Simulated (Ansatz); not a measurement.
Structure relaxation, Cr

The start is a relaxed Cr cell, doubled along one cell vector, shaken by Gaussian noise of σ = 0.08 Å a coordinate. The structure is fully relaxed (lattice and positions, P = 0) with r2SCAN (plane waves to 500 eV, PAW, scalar-relativistic; Ansatz, a quantum-chemistry and plane-wave program). The first steps use a coarse 16×8×16 k-mesh.

The start:
```
CELL_PARAMETERS angstrom
     -1.41467     1.41467     1.41467
      2.82934    -2.82934     2.82934
      1.41467     1.41467    -1.41467
ATOMIC_POSITIONS crystal
  Cr 0.05918 0.00617 0.97621
  Cr 0.98198 0.52958 0.07583
```

Question: What is the largest force in the starting geometry, and on which atom (counted from 1)?

Answer: 2.56 eV/Å, on Cr1, Cr2 (atoms numbered as listed).

Question: How much energy is released per atom?

Answer: 0.26 eV/atom.

Question: How do the shortest distances between atoms change?

Answer: The closest pairs of elements (up to four, under 3.6 Å), start → end: Cr–Cr 2.38 → 2.45 Å.

Question: What band gap does the relaxed structure have at this level?

Answer: Zero (metallic).

Relaxed structure:

```cif
data_Cr2
_chemical_formula_sum 'Cr2'
_space_group_name_H-M_alt 'Im-3m'
_space_group_IT_number 229
_space_group_name_Hall '-I 4 2 3'
_cell_length_a 2.82935
_cell_length_b 2.82935
_cell_length_c 2.82935
_cell_angle_alpha 90.000
_cell_angle_beta 90.000
_cell_angle_gamma 90.000
loop_
_atom_site_label
_atom_site_type_symbol
_atom_site_symmetry_multiplicity
_atom_site_Wyckoff_symbol
_atom_site_fract_x
_atom_site_fract_y
_atom_site_fract_z
_atom_site_occupancy
Cr1 Cr 2 a 0.00000 0.00000 0.00000 1
```
(The calculation used a cell of 1 atom; values per cell refer to that cell.)

Final values are on a 23×23×23 k-mesh of the relaxed cell. No spin polarisation in the result. A magnetic state may lie lower.

The run could not lose the symmetry of its start.
